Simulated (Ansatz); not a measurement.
### Question
MoW (rock salt, Fm-3m) is relaxed with plane-wave PAW PBE (Ansatz code). What lattice parameters of the conventional cell result?

### Answer
a = 5.240 Å.

The start of the workflow was typed in or built on a structure type; neither database checked (COD, Materials Project) lists it. Whether it is the stable phase at ambient conditions was not checked. Symmetry was held in the PBE relaxation; whether a distortion lowers the energy is not shown. No spin polarisation was allowed. Its formation energy is positive at this level, so the cell may be metastable or incomplete. Scalar-relativistic: spin–orbit coupling is off unless named, which matters more the heavier the elements.

Potentials: the earlier of the program's two PAW sets.
